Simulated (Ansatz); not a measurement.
## Li: checking dH/dP = V

These are results of Ansatz, DFT r2SCAN, scalar-relativistic, plane waves, PAW, not measurements. Settings: 500 eV cutoff, 18×18×4 k-mesh, Gaussian smearing of 0.10 eV, no spin polarisation.

Starting point, cell and atoms relaxed:

```xyz
4
Lattice="3.0844 0.0000 0.0000 -1.5422 2.6712 0.0000 0.0000 0.0000 10.1805" Properties=species:S:1:pos:R:3 pbc="T T T"
Li    0.0000    0.0000    0.0000
Li    0.0000    1.7808    2.5451
Li    0.0000    0.0000    5.0903
Li    1.5422    0.8904    7.6354
```

Cell and atoms were relaxed at each target pressure within the start's symmetry (P6_3/mmc), at zero temperature; other phases can be more stable under pressure. H = E + PV with P the target; E is the free energy at the smearing used, whose derivative the pressure is, per atom and counted from zero pressure. The mesh named is that at zero pressure; some other pressures ran on another.

| P (GPa) | V (Å³/atom) | E − E0 (meV) | H − H0 (meV) |
| --- | --- | --- | --- |
| 0 | 20.970 | 0.0 | 0.0 |
| 1 | 19.551 | 4.3 | 126.3 |
| 4 | 16.921 | 43.0 | 465.5 |
| 12 | 13.492 | 201.3 | 1211.8 |
| 25 | 10.952 | 481.5 | 2190.5 |
| 50 | 8.698 | 985.9 | 3700.2 |
| 90 | 6.995 | 1703.4 | 5633.0 |

Thermodynamics gives dH/dP = V along a relaxed path. Integrate V over P by the trapezoid rule and compare with the computed enthalpies.

With 1 eV/Å³ = 160.22 GPa, each step adds the mean volume times ΔP / 160.22:
| P (GPa) | ∫V dP (meV) | H − H0 (meV) | difference (meV) |
| --- | --- | --- | --- |
| 1 | 126.5 | 126.3 | 0.1 |
| 4 | 467.9 | 465.5 | 2.4 |
| 12 | 1227.2 | 1211.8 | 15.4 |
| 25 | 2218.9 | 2190.5 | 28.4 |
| 50 | 3752.0 | 3700.2 | 51.8 |
| 90 | 5710.9 | 5633.0 | 77.9 |

V(P) curves upward, so the trapezoid rule runs high; integrating a smooth curve through the same points (P as a polynomial of degree 4 in ln V) puts that excess at about 75.4 meV at 90 GPa, against the 77.9 meV found. What is left comes from the shape of V(P) between points this far apart, and from the mesh, the smearing and the stress tolerance.

At 90 GPa, how much of the enthalpy change is stored energy and how much is the PV term?

E rises by 1703 meV/atom and PV is 90 × 6.995 / 160.22 = 3930 meV/atom, so PV makes 70 % of ΔH. So between rival structures at high pressure a small difference in volume can outweigh the difference in energy: 1 % of this volume is worth 39.3 meV/atom at this pressure.

What bulk modulus do the lowest pressures give?

From the pressures that the runs reached, -0.96 GPa (22.844 Å³) and 1.02 GPa (19.551 Å³), B = −ΔP/Δln V = 1.98 / 0.1557 = 13 GPa, a mean over that range.

This form isn't the element's structure at ambient conditions.

Cost: 8 runs of about 11 core-minutes in all, on Arm Neoverse N1 (shared hosts).